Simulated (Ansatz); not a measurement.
**Data sheet: AgPt (DFT)**

AgPt:
```xyz
2
Lattice="1.3742 0.7934 4.6470 -1.3742 0.7934 4.6470 0.0000 -1.5868 4.6470" Properties=species:S:1:pos:R:3 pbc="T T T"
Ag     0.0000     0.0000     0.0000
Pt     0.0000     0.0000     6.9705
```

Space group R-3m (No. 166); conventional cell a = b = 2.7484 Å, c = 13.9411 Å, α = β = 90.00°, γ = 120.00°.

Method: DFT-LDA in the program Ansatz with PAW potentials. Geometry: relaxed at this level of theory. Other levels are named where they apply.

Cell and energy:

* **Volume per atom**: 15.20 Å³
* **Density**: 16.55 g/cm³
* **Formation energy from the elements (no fitted shifts)**: -5.9 kJ/mol of atoms

Electronic structure:

Electronic character: metallic (no gap)
Density of states at the Fermi level: 0.38 states/eV per atom (mean over ±0.08 eV)

Mechanics:

Bulk modulus (Birch–Murnaghan fit): 218 GPa
Pressure derivative B′: 5.5

Phonons:

- Highest zone-centre frequency = 200 cm^-1
- Zone-centre stability = no imaginary mode at Γ

The first step of the workflow began from a Materials Project structure, measured or hypothetical; the Crystallography Open Database copy checked does not list it. With Ag and Pt taken as one species the cell has the higher symmetry Fm-3m, so it may be an ordered model of a mixed-site phase. Its standing as an ambient phase is unchecked. The cell was relaxed with LDA under the symmetry of its start. No spin polarisation was allowed. As this level gives no gap, phonon frequencies hold no LO–TO term and depend on the k-mesh and smearing (Fermi–Dirac, 0.1 eV here). Axis ratios of metals converge slowly with the k-mesh, so a and c are less sure than the volume. The references are the lowest solids computed at this level, not always the standard phases. Scalar-relativistic: spin–orbit coupling is off unless named, which matters more the heavier the elements.

Potentials: the later of the program's two PAW sets.
